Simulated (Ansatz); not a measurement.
**Computed properties of Hf2Cu**

```
Hf Cu
1.0
    -1.58475    1.58475    5.56665
     1.58475   -1.58475    5.56665
     1.58475    1.58475   -5.56665
Hf Cu
2 1
Direct
  0.34000 0.34000 0.00000
  0.66000 0.66000 0.00000
  0.00000 0.00000 0.00000
```

Atoms are numbered in the order listed.

The cell comes from COD entry 1524980, which wasn't checked; take it as a given geometry.

Spin polarisation is left out, and whether a magnetic state lies lower isn't shown here.

No spin–orbit coupling, which matters for the heavy atoms here.

Level of theory: DFT, PBEsol, all-electron LAPW, scalar-relativistic in Ansatz 0.2.0.

Numerical set-up: a Γ-centred 16×16×16 k mesh, Fermi–Dirac smearing of 0.03 eV, basis error target 1 meV/atom, no spin polarisation.

* Pressure at this cell: -3.06 GPa
* Volume per atom: 18.64 Å³

**Question.** Predict this quantity. Löwdin charges (with 0.31 e of the cell spilling out of the atomic basis, so their sizes and signs hang on that basis).

**Answer.** Hf1 -0.05, Cu3 0.42 e.

**Question.** Stress xx, yy, zz (compression positive): what does the calculation give?

**Answer.** -3.25, -3.25, -2.68 GPa.

**Question.** Largest force: what does the calculation give?

**Answer.** 0.0271 Ry/bohr on Hf1.

**Question.** Band gap: what does the calculation give?

**Answer.** none: with an odd electron count and no spin polarisation the bands can't all be full, a metal in this set-up (in compounds, spin order or a distortion in a larger cell can open a gap).

**Question.** Predict this quantity. Density of states at the Fermi level (0.2 eV bin).

**Answer.** 1.37 states/eV per cell.
